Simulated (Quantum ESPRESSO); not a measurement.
**Band energies of CdOFH**

```xyz
8
Lattice="3.5344 0.0000 0.0000 0.0000 4.8447 0.0000 -0.0082 0.0000 5.6280" Properties=species:S:1:pos:R:3 pbc="T T T"
H      2.6475     3.3146     1.5331
H      0.8787     0.8922     4.0949
O      0.8720     0.1044     3.4876
O      2.6542     2.5267     2.1404
F      0.8723     2.3242     5.0325
F      2.6539     4.7466     0.5954
Cd     2.6369     3.6555     4.1274
Cd     0.8893     1.2331     1.5006
```

PBEsol (pw.x of Quantum ESPRESSO, ONCV potentials, no spin-orbit coupling); path ΓYHCEM1AXH1,MDZ,YD; energies in eV from the valence-band maximum.

```csv
k (1/Å),point,band 30,band 31,band 32,band 33,band 34,band 35,band 36,band 37
0.00,Γ,-1.98,-1.63,-0.33,-0.21,-0.05,1.74,6.33,7.63
0.28,,-2.16,-1.86,-0.41,-0.41,-0.02,2.47,5.53,7.98
0.56,Y,-2.21,-1.87,-0.69,-0.48,0.00,3.96,4.02,8.97
0.91,,-1.95,-1.72,-0.63,-0.60,-0.56,4.55,4.64,8.86
1.09,,-2.00,-1.76,-1.07,-0.59,-0.47,5.11,5.29,8.20
1.45,H,-2.21,-1.67,-1.66,-0.43,-0.42,6.33,6.35,7.14
1.45,C,-2.21,-1.67,-1.66,-0.43,-0.42,6.33,6.35,7.14
1.66,,-2.20,-1.69,-1.67,-0.46,-0.45,6.20,6.21,7.41
2.09,E,-2.28,-1.63,-1.63,-0.62,-0.62,5.96,5.96,8.43
2.09,M1,-2.28,-1.63,-1.63,-0.62,-0.62,5.96,5.96,8.43
2.65,A,-2.77,-2.04,-2.04,-0.31,-0.31,6.02,6.02,8.33
2.87,,-2.47,-2.04,-2.04,-0.42,-0.41,5.95,5.96,8.49
3.08,,-2.18,-1.96,-1.96,-0.72,-0.70,5.85,5.86,8.69
3.30,X,-2.15,-1.79,-1.76,-0.95,-0.94,5.81,5.82,8.69
3.49,,-2.19,-1.75,-1.73,-0.80,-0.79,5.88,5.89,8.28
3.67,,-2.21,-1.70,-1.68,-0.55,-0.53,6.11,6.13,7.56
3.86,H1,-2.21,-1.67,-1.66,-0.43,-0.42,6.33,6.35,7.14
3.86,M,-2.28,-1.63,-1.63,-0.62,-0.62,5.96,5.96,8.43
4.03,,-2.25,-1.59,-1.59,-0.63,-0.63,5.88,5.88,8.14
4.21,,-2.17,-1.46,-1.46,-0.64,-0.64,5.68,5.68,7.57
4.57,,-2.10,-1.20,-1.20,-0.41,-0.41,5.19,5.19,6.45
4.75,D,-2.11,-1.21,-1.21,-0.30,-0.30,5.10,5.10,6.26
5.02,,-2.14,-0.99,-0.99,-0.31,-0.31,4.57,4.57,6.82
5.16,,-2.17,-0.84,-0.84,-0.32,-0.32,4.30,4.30,7.12
5.30,Z,-2.18,-0.78,-0.78,-0.32,-0.32,4.20,4.20,7.24
5.30,Y,-2.21,-1.87,-0.69,-0.48,0.00,3.96,4.02,8.97
5.47,,-2.27,-1.70,-0.75,-0.47,-0.03,4.08,4.10,8.40
5.63,,-2.19,-1.48,-0.90,-0.45,-0.10,4.36,4.40,7.43
5.95,D,-2.11,-1.21,-1.21,-0.30,-0.30,5.10,5.10,6.26
```

The PBEsol gap is indirect, 1.74 eV, from Y to Γ; the smallest direct gap is 1.79 eV.

Spin-orbit splittings are left out.

Geometry of the Materials Project entry, not relaxed at this level.

The structure is a Materials Project entry; no match was found in the copy of COD used, and its stability was not checked.
